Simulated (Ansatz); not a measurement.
**Ionic part of the dielectric constant of BP at -1 GPa, mode by mode**

These are results of DFT LDA, scalar-relativistic, plane waves, PAW (Ansatz 0.2.0), not measurements. Plane waves to 420 eV; Γ-centred k mesh 10×10×10; fixed occupations. No spin polarisation. Phonons by linear response, acoustic sum rule imposed.

Symmetry: F-43m, No. 216, cubic system. The conventional cell has a = 4.499 Å, b = 4.499 Å, c = 4.499 Å, α = 90.00°, β = 90.00°, γ = 90.00°. Around B (site symmetry -43m) lie 4 P at 1.95 Å. P (site symmetry -43m) is surrounded by 4 B at 1.95 Å.

The primitive cell has V = 22.77 Å³ and ε∞,zz = 9.182. Each polar mode adds Δε = (4.92064×10⁷/V)·S/ν² along z, with S its oscillator strength in e²/amu, ν in cm⁻¹ and V in Å³.

Task: From these modes, find each Δε and ε0,zz.
| ν (cm⁻¹) | S_zz (e²/amu) |
| --- | --- |
| 816.0 | 0.0482 |

Result:
```
ν (cm⁻¹)    Δε
   816.0  0.16
```

The sum is 0.156, so ε0,zz = 9.34; the run's tensor has 9.34.

Task: Where do the longitudinal modes lie for a wave vector along z?

Result: At 823 cm⁻¹. The Lyddane–Sachs–Teller product Π(ν_LO/ν_TO)² = 1.02 matches ε0/ε∞ = 1.02.

Cost: 1 run of about 0.34 core-minutes, on Intel Xeon Processor @ 2.70GHz (shared hosts).